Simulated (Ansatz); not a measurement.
Input:

BeS:
```yaml
crystal:
  lattice:
    - [4.34675, 0.00000, 0.00000]
    - [0.00000, 4.34675, 0.00000]
    - [0.00000, 0.00000, 4.45633]
  atoms:
    - { symbol: Be, position: [0.50000, 0.00000, 0.99964] }
    - { symbol: Be, position: [0.00000, 0.50000, 0.00036] }
    - { symbol: S, position: [0.00000, 0.00000, 0.00000] }
    - { symbol: S, position: [0.50000, 0.50000, 0.00000] }
```

This is the r²SCAN-relaxed structure.

### Question
All from the program Ansatz at the r²SCAN level (PAW), unless another level is named. Predict the band gap.

### Answer
0.30 eV (indirect).

### Question
And the electron effective mass?

### Answer
0.49, 0.49, 3.0 mₑ (principal values).

### Question
Give the weight of the conduction-edge state by species (Voronoi cells).

### Answer
Be 79 %, S 21 %.

### Question
And the valence-band maximum?

### Answer
at A.

Space group P4/mmm. The cell is a constructed one: a structure type filled with these elements; neither database checked (COD, Materials Project) lists it. COD files the formula under space group No. 216, so this cell is another polymorph or a model. Its standing as an ambient phase is unchecked. The cell was relaxed with r²SCAN under the symmetry of its start. At this level the phase is mechanically unstable. A crystal of weakly bound layers computed without a dispersion correction: the cell and the soft elastic constants depend strongly on that.

Potentials: the later of the program's two PAW sets.
